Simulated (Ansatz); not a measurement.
Relaxed candidate structures of Bi:

A. R-3m, hexagonal axes (No. 166), hR2, AFLOW prototype A_hR2_166_c (A7, as in As); a = b = 4.534 Å, c = 12.393 Å, α = β = 90.00°, γ = 120.00°; Bi 6c (0.000, 0.000, 0.232)

B. P6₃/mmc (No. 194), hP4; a = 5.3712 Å, b = 5.3712 Å, c = 6.4320 Å, α = 90.00°, β = 90.00°, γ = 120.00°; Bi 2b (0.000, 0.000, 0.250); Bi 2d (0.667, 0.333, 0.250)

C. I4₁/amd, origin choice 1 (No. 141), tI4, AFLOW prototype A_tI4_141_a (A5, as in Sn); a = b = 6.3181 Å, c = 3.3554 Å, α = β = γ = 90.00°; Bi 4a (0.000, 0.000, 0.000)

Task: Order them by energy per atom (lowest first) at the level r2SCAN (plane waves to 500 eV, PAW, scalar-relativistic; Ansatz, an electronic-structure program).

Result: A (reference, the lowest of the structures calculated here), C (+0.09 eV/atom), B (+0.37 eV/atom)

2 runs with a doubtful electronic state, a coarser numerical grid, an end not at rest or a source that can't be used are left out. 1 generated cell of layers, chains or molecules, poorly bound without dispersion, is left out. Each run could gain symmetry but not lose that of its start, so entries can be saddle points. From databases, or of a type measured for this composition: R-3m, hR2, AFLOW prototype A_hR2_166_c (A7, as in As); the others are generated cells (placed on structure types, drawn at random, substituted or restacked) that were not matched to a known phase here. Energies are at zero temperature and pressure, without zero-point motion. The runs use different k-meshes, so differences are rounded accordingly. No spin polarisation in the result.
